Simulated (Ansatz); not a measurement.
Values for one crystal, relaxed and computed with PBE (plane waves, PAW; program Ansatz); other levels are named.

Volume per atom: 44.07 Å³
Band gap: 1.66 eV (indirect)
Hole effective mass, band 3 of 3 at the edge: 0.16 along [100], 0.21 along [110], 0.23 along [111] (mₑ)
Bulk modulus (Birch–Murnaghan fit): 28.6 GPa
Gap with spin–orbit coupling: 1.39 eV
Smallest direct gap on the standard path: 2.01 eV
Conduction-band minimum: at X (3 equivalent valleys)

Question: Which compound is it?
(A) RbCl, rock salt
(B) BaTe, rock salt
(C) TeO2, P6_3/mmc (Te on 2c, O on 4f)
(D) KBr, rock salt

Answer: B, BaTe, rock salt

Space group Fm-3m (rock salt). The cell was relaxed with PBE under the symmetry of its start. Spin–orbit coupling is left out wherever it is not named.

Potentials: the later of the program's two PAW sets.
